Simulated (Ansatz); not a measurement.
IrOs$_{3}$:
```xyz
4
Lattice="3.8207 0.0000 0.0000 0.0000 3.8207 0.0000 0.0000 0.0000 3.8207" Properties=species:S:1:pos:R:3 pbc="T T T"
Os     0.0000     1.9103     1.9103
Os     1.9103     1.9103     0.0000
Os     1.9103     0.0000     1.9103
Ir     0.0000     0.0000     0.0000
```

Relaxed with PBEsol. Special points in fractions of this cell's reciprocal vectors: Γ (0.000, 0.000, 0.000); X (0.000, 0.500, 0.000); M (0.500, 0.500, 0.000); R (0.500, 0.500, 0.500).

Q: List the band energies nearest the Fermi level at these points for PBEsol in the plane-wave PAW code Ansatz.

A: In eV from the Fermi level; about four levels below and three above (degenerate sets whole), none deeper than 8.9 eV; … stands for higher levels left out; points with the same levels are listed once.

```
k                          below                     above
-  -----------------------------  ------------------------
Γ  -3.35 -3.35 -3.35 -0.38 -0.38  1.90 1.90 2.09 2.09 2.09
X        -1.28 -0.89 -0.89 -0.89            0.45 1.07 2.36
M        -0.81 -0.81 -0.28 -0.26               3.64 3.84 …
R        -0.50 -0.50 -0.50 -0.35            1.82 1.82 1.82
```

Space group Pm-3m (Cu3Au type). The start of the workflow was typed in or built on a structure type; neither database checked (COD, Materials Project) lists it. Its standing as an ambient phase is unchecked. The cell was relaxed with PBEsol under the symmetry of its start; whether a distortion lowers the energy is not shown. No spin polarisation was allowed. Spin–orbit coupling is left out wherever it is not named.

Potentials: the earlier of the program's two PAW sets. The files were generated under PBE; for other functionals the program regenerates the frozen cores, and for LDA and PBEsol the local potential too.
